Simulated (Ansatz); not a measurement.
La$_{2}$Sb:
```
CELL_PARAMETERS angstrom
     -2.32607     2.32607     9.15546
      2.32607    -2.32607     9.15546
      2.32607     2.32607    -9.15546
ATOMIC_POSITIONS crystal
  La 0.32091 0.32091 0.00000
  La 0.67909 0.67909 0.00000
  La 0.50000 0.00000 0.50000
  La 0.00000 0.50000 0.50000
  Sb 0.86178 0.86178 0.00000
  Sb 0.13822 0.13822 0.00000
```

Relaxed with r²SCAN. Special points in fractions of this cell's reciprocal vectors: Γ (0.000, 0.000, 0.000); X (0.000, 0.000, 0.500); P (0.250, 0.250, 0.250); N (0.000, 0.500, 0.000); M (0.500, 0.500, -0.500); S (0.266, 0.734, -0.266); S0 (-0.266, 0.266, 0.266); R (-0.032, 0.032, 0.500); G (0.500, 0.500, -0.032).

Task: List the band energies nearest the Fermi level at these points for r²SCAN (plane waves, PAW; program Ansatz).

Result: In eV from the Fermi level; about four levels below and three above (degenerate sets whole), none deeper than 8.9 eV; points with the same levels are listed once.

```tsv
k	below	above
Γ	-1.32 -1.32 -0.81 -0.64 -0.38	0.12 0.65 0.65
X	-1.98 -1.37 -0.33 -0.08	0.25 0.38 1.08
P	-2.07 -2.07 -1.21 -0.23 -0.23	0.33 0.33 1.03
N	-2.15 -0.27 -0.11 -0.01	0.51 0.74 1.13
M	-1.02 -1.02 -0.86 -0.81 -0.43	0.64 1.10 1.10
S	-2.13 -0.39 -0.08 -0.02	0.53 0.94 1.17
R	-1.99 -1.34 -0.32 -0.07	0.23 0.42 1.03
```

Space group I4/mmm. The first step of the workflow began from a Materials Project structure, measured or hypothetical; the Crystallography Open Database files this formula in space group No. 139, but the cells were not matched. Its standing as an ambient phase is unchecked. The r²SCAN relaxation kept the symmetry of its start; its stability against distortions is not shown here. Scalar-relativistic: spin–orbit coupling is off unless named, which matters more the heavier the elements.

Potentials: the later of the program's two PAW sets.
